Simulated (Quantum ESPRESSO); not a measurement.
# Band energies of RbCl at +1 % isotropic strain

```
CELL_PARAMETERS angstrom
      0.00000     3.30314     3.30314
      3.30314     0.00000     3.30314
      3.30314     3.30314     0.00000
ATOMIC_POSITIONS crystal
  Cl 0.50000 0.50000 0.50000
  Rb 0.00000 0.00000 0.00000
```

norm-conserving PBEsol (Quantum ESPRESSO, 58 Ry, without SOC); path ΓXWKΓLUWLK,UX; energies in eV from the valence-band maximum.

| k (1/Å) | point | band 4 | band 5 | band 6 | band 7 | band 8 | band 9 | band 10 | band 11 |
|---|---|---|---|---|---|---|---|---|---|
| 0.00 | Γ | -7.96 | -7.96 | 0.00 | 0.00 | 0.00 | 4.81 | 7.89 | 7.89 |
| 0.42 |  | -8.00 | -7.96 | -0.50 | -0.06 | -0.06 | 5.96 | 6.93 | 9.10 |
| 0.95 | X | -8.06 | -8.06 | -0.33 | -0.10 | -0.10 | 6.10 | 7.89 | 9.50 |
| 1.43 | W | -8.14 | -7.95 | -0.44 | -0.24 | -0.24 | 7.54 | 7.54 | 9.16 |
| 1.76 | K | -8.03 | -8.02 | -0.41 | -0.29 | -0.22 | 6.83 | 8.55 | 8.87 |
| 2.07 |  | -7.98 | -7.96 | -0.68 | -0.32 | -0.19 | 7.29 | 7.69 | 9.35 |
| 2.57 |  | -7.96 | -7.96 | -0.16 | -0.06 | -0.02 | 5.16 | 7.72 | 8.03 |
| 2.77 | Γ | -7.96 | -7.96 | 0.00 | 0.00 | 0.00 | 4.81 | 7.89 | 7.89 |
| 2.98 |  | -7.96 | -7.96 | -0.16 | -0.05 | -0.05 | 5.18 | 7.77 | 8.09 |
| 3.49 |  | -7.97 | -7.94 | -0.84 | -0.32 | -0.32 | 7.43 | 7.80 | 9.87 |
| 3.60 | L | -7.98 | -7.94 | -0.87 | -0.34 | -0.34 | 7.56 | 7.83 | 10.06 |
| 3.94 |  | -8.00 | -7.98 | -0.64 | -0.29 | -0.29 | 7.36 | 7.94 | 9.57 |
| 4.18 | U | -8.03 | -8.02 | -0.41 | -0.29 | -0.22 | 6.83 | 8.55 | 8.87 |
| 4.51 | W | -8.14 | -7.95 | -0.44 | -0.24 | -0.24 | 7.54 | 7.54 | 9.16 |
| 4.99 |  | -7.99 | -7.95 | -0.79 | -0.32 | -0.32 | 7.57 | 7.80 | 9.86 |
| 5.19 | L | -7.98 | -7.94 | -0.87 | -0.34 | -0.34 | 7.56 | 7.83 | 10.06 |
| 5.35 |  | -7.98 | -7.95 | -0.81 | -0.32 | -0.32 | 7.56 | 7.81 | 9.89 |
| 5.77 | K | -8.03 | -8.02 | -0.41 | -0.29 | -0.22 | 6.83 | 8.55 | 8.87 |
| 5.77 | U | -8.03 | -8.02 | -0.41 | -0.29 | -0.22 | 6.83 | 8.55 | 8.87 |
| 6.11 | X | -8.06 | -8.06 | -0.33 | -0.10 | -0.10 | 6.10 | 7.89 | 9.50 |

The PBEsol gap is direct, 4.81 eV at Γ.

Geometry strained from the cell relaxed with PBEsol, atoms relaxed again.
